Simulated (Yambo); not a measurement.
Yambo input for SrO (rock salt, space group Fm-3m, No. 225) under isotropic strain of -3 % on all lattice vectors (a = 3.5110 Å, b = 3.5110 Å, c = 3.5110 Å, α = 60.00°, β = 60.00°, γ = 60.00°), on norm-conserving PBEsol (Quantum ESPRESSO, 84 Ry, without SOC) wavefunctions on a 18×18×18 mesh:

```
optics
chi
dipoles
kernel
FFTGvecs= 40 Ry
Chimod= "HARTREE"
NGsBlkXd= 4 Ry
% QpntsRXd
 1 | 1 |
%
% BndsRnXd
 1 | 27 |
%
GrFnTpXd= "R"
% EnRngeXd
 0.0 | 20.0 | eV
%
% DmRngeXd
 0.2 | 0.2 | eV
%
CGrdSpXd= 50
ETStpsXd= 161
% LongDrXd
 1.0 | 0.0 | 0.0 |
%
% XfnQP_E
 1.966 | 1.0 | 1.0 |
%
```

First lines of the file o-*.eps_q1_inv_rpa_dyson:

```
Absorption @ Q(1):   1.00000000     0.00000000     0.00000000    [q->0 direction]
#
# [ X ] Hartree size     :   51
# [GEN] GF Energies     : Perdew, Burke & Ernzerhof SOL(X)+Perdew, Burke & Ernzerhof SOL(C)+ user defined corrections @E
# [GEN] Green`s Function     : Retarded
#
# [GEN] Gauge     : Length
# [GEN] [r,Vnl] included     : yes
#
#    E[1] [eV]     Im(eps)     Re(eps)     Im(eps_o)     Re(eps_o)
#
     0.000000     0.19895E-09     3.263412     -0.17065E-18     3.537909
     0.125000     0.001038     3.263735     0.001150     3.538267
     0.250000     0.002079     3.264706     0.002304     3.539344
     0.375000     0.003126     3.266328     0.003465     3.541142
     0.500000     0.004182     3.268605     0.004636     3.543666
     0.625000     0.005250     3.271545     0.005820     3.546925
     0.750000     0.006335     3.275155     0.007022     3.550927
     0.875000     0.007439     3.279447     0.008246     3.555684
     1.000000     0.008565     3.284433     0.009494     3.561212
     1.125000     0.009719     3.290130     0.010773     3.567527
     1.250000     0.010904     3.296555     0.012086     3.574648
     1.375000     0.012125     3.303729     0.013439     3.582600
     1.500000     0.013387     3.311675     0.014838     3.591408
     1.625000     0.014695     3.320422     0.016287     3.601103
     1.750000     0.016056     3.329999     0.017795     3.611717
     1.875000     0.017477     3.340440     0.019370     3.623290
     2.000000     0.018965     3.351786     0.021019     3.635865
     2.125000     0.020530     3.364081     0.022753     3.649491
     2.250000     0.022182     3.377374     0.024583     3.664223
     2.375000     0.023932     3.391723     0.026521     3.680125
     2.500000     0.025794     3.407192     0.028584     3.697267
     2.625000     0.027784     3.423854     0.030790     3.715732
     2.750000     0.029921     3.441795     0.033158     3.735613
     2.875000     0.032228     3.461109     0.035714     3.757016
     3.000000     0.034732     3.481909     0.038490     3.780066
     3.125000     0.037467     3.504324     0.041522     3.804906
     3.250000     0.040475     3.528506     0.044856     3.831705
     3.375000     0.043806     3.554635     0.048550     3.860662
     3.500000     0.047528     3.582923     0.052679     3.892013
     3.625000     0.051728     3.613628     0.057338     3.926046
     3.750000     0.056519     3.647063     0.062656     3.963108
     3.875000     0.062058     3.683617     0.068807     4.003632
     4.000000     0.068563     3.723779     0.076033     4.048162
```
(The file goes on to the top of the energy range.) Convergence of the RPA response with its 18×18×18 mesh was not tested. The scissor comes from a G0W0 run whose convergence isn't established.

Geometry strained from the cell relaxed with PBEsol, atoms relaxed again.
